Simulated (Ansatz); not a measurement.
A distorted cell of MoS2 (3R-MoS2 type, space group R3m):

```yaml
crystal:
  lattice:
    - [1.58770, 0.91666, 6.19534]
    - [-1.58770, 0.91666, 6.19534]
    - [0.00000, -1.83332, 6.19534]
  atoms:
    - { symbol: Mo, position: [0.92372, 0.01099, 0.04294] }
    - { symbol: S, position: [0.75029, 0.75029, 0.75029] }
    - { symbol: S, position: [0.58300, 0.58300, 0.58300] }
```

These are r2SCAN+rVV10 (plane waves to 500 eV, PAW, scalar-relativistic; Ansatz, an electronic-structure program) values and carry that method's errors. k mesh 10×10×10 (Γ-centred), Fermi-Dirac smearing 0.05 eV. E stands for the smeared free energy. Stress and pressure are positive under compression. MoS2 is run without spin polarisation. MoS2 was relaxed with its symmetry unable to fall. The PAW data are Ansatz's earlier set. This is one of several known forms of MoS2; the measured ambient cells at hand have space group No. 194.

Q: What forces act on the atoms (eV/Å, Cartesian)?

A: 
| atom | Fx | Fy | Fz |
|---|---|---|---|
| Mo1 | 2.657 | 2.869 | 4.373 |
| S2 | -1.029 | -1.004 | -1.433 |
| S3 | -1.628 | -1.865 | -2.940 |

Q: What is the stress tensor (GPa)?

A: 
```
   0.58    -3.40     1.62
  -3.40     6.87     2.79
   1.62     2.79     5.01
```
The pressure, a third of the trace, is 4.15 GPa.

Q: In it atom 1 sits (-0.139, -0.139, -0.139) Å away from its relaxed site. What is its energy relative to the relaxed cell?

A: 691 meV/cell.

(For displaced atoms, the force is minus the slope of the energy, and its curvature is a force constant, which sets phonon frequencies.)
